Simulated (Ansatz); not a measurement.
Band table of Pd (fcc type)

```xyz
1
Lattice="0.0000 1.4853 1.4853 1.4853 0.0000 1.4853 1.4853 1.4853 0.0000" Properties=species:S:1:pos:R:3 pbc="T T T"
Pd    0.0000    0.0000    0.0000
```

The cell comes from a relaxation on PAW files under the same functional.

All numbers are PBEsol results (scalar-relativistic) from Ansatz 0.2.0, with a Γ-centred 19×19×19 k mesh, Fermi–Dirac smearing of 0.05 eV, no spin polarisation. Methods: PAW: frozen-core files, cutoff 420 eV.

This run: volume at 0.45 of the series' base cell.

The PAW files were made under PBE.

Path points, in fractions of the reciprocal vectors: Γ (0.000, 0.000, 0.000), X (0.500, 0.000, 0.500), U (0.625, 0.250, 0.625), K (0.375, 0.375, 0.750), L (0.500, 0.500, 0.500), W (0.500, 0.250, 0.750). The distance column jumps between branches of the path. Levels in eV from the Fermi level; bands 5 to 10, counted from the lowest band of the run. The gap is zero, the pressure 1230 GPa.

```
# k(1/Å) point b5 b6 b7 b8 b9 b10
0.000 Γ -14.30 -10.23 -10.23 -10.23 -4.50 -4.50
0.264 - -13.85 -10.66 -9.93 -9.93 -5.01 -4.36
0.529 - -12.73 -11.76 -9.05 -9.05 -6.20 -3.96
0.793 - -13.15 -12.11 -7.65 -7.65 -6.61 -3.32
1.058 - -14.55 -13.30 -5.80 -5.80 -4.69 -2.52
1.322 - -15.75 -15.12 -3.65 -3.65 -1.65 -1.55
1.586 - -16.68 -16.67 -1.42 -1.42 -0.84 1.80
1.851 - -17.69 -17.23 -0.26 0.47 0.47 4.57
2.115 X -18.04 -17.42 -0.04 1.27 1.27 5.71
2.209 - -17.99 -17.37 -0.14 0.92 1.24 6.09
2.302 - -17.87 -17.18 -0.41 0.09 1.13 7.02
2.396 - -17.70 -16.85 -0.93 -0.83 0.96 8.19
2.489 - -17.49 -16.37 -2.00 -1.36 0.71 9.48
2.583 - -17.26 -15.75 -3.07 -1.97 0.41 10.83
2.676 - -16.99 -15.02 -4.11 -2.61 0.05 12.21
2.770 - -16.69 -14.22 -5.11 -3.28 -0.36 13.13
2.863 U -16.35 -13.37 -6.07 -3.93 -0.81 12.38
4.158 K -16.35 -13.37 -6.07 -3.93 -0.81 12.38
4.439 - -15.12 -10.92 -8.57 -5.68 -2.37 10.41
4.719 - -13.66 -10.45 -9.30 -6.92 -4.07 8.42
5.000 - -12.17 -11.64 -8.89 -7.52 -5.74 5.20
5.280 - -12.12 -11.20 -9.01 -7.45 -7.25 1.16
5.560 - -11.94 -11.56 -8.76 -8.51 -6.81 -2.39
5.841 - -12.67 -11.30 -9.46 -9.08 -5.83 -4.21
6.121 - -13.81 -10.57 -10.04 -9.90 -4.89 -4.51
6.402 Γ -14.30 -10.23 -10.23 -10.23 -4.50 -4.50
6.631 - -13.97 -10.42 -10.08 -10.08 -4.64 -4.64
6.860 - -13.28 -10.60 -9.69 -9.69 -4.93 -4.93
7.089 - -13.32 -9.60 -9.34 -9.34 -4.97 -4.97
7.318 - -14.04 -9.38 -9.38 -7.45 -4.34 -4.34
7.547 - -14.82 -9.76 -9.76 -4.86 -3.10 -3.10
7.776 - -15.44 -10.19 -10.19 -2.31 -1.66 -1.66
8.005 - -15.84 -10.50 -10.50 -0.49 -0.49 -0.36
8.233 L -15.97 -10.61 -10.61 -0.03 -0.03 0.39
8.420 - -15.76 -10.86 -10.41 -1.97 -0.09 2.43
8.607 - -15.17 -11.49 -9.80 -3.99 -0.27 4.75
8.794 - -14.35 -12.31 -8.78 -5.86 -0.54 7.13
8.981 - -13.45 -13.13 -7.53 -7.47 -0.78 9.49
9.168 - -13.81 -12.57 -8.95 -6.24 -0.72 11.75
9.355 - -14.29 -11.78 -10.04 -5.59 -0.08 13.81
9.542 - -14.57 -11.21 -10.74 -5.52 0.86 15.49
9.729 W -14.66 -10.99 -10.99 -5.58 1.29 16.25
9.861 - -14.84 -12.38 -9.47 -5.31 1.29 15.34
9.994 - -15.34 -13.64 -7.86 -4.61 1.29 14.16
10.126 - -15.98 -14.75 -6.18 -3.64 1.29 12.76
10.258 - -16.64 -15.69 -4.44 -2.59 1.28 11.21
10.390 - -17.22 -16.43 -2.68 -1.59 1.28 9.56
10.522 - -17.66 -16.98 -0.96 -0.77 1.28 7.90
10.655 - -17.95 -17.31 -0.23 0.55 1.28 6.42
10.787 X -18.04 -17.42 -0.04 1.27 1.27 5.71
```
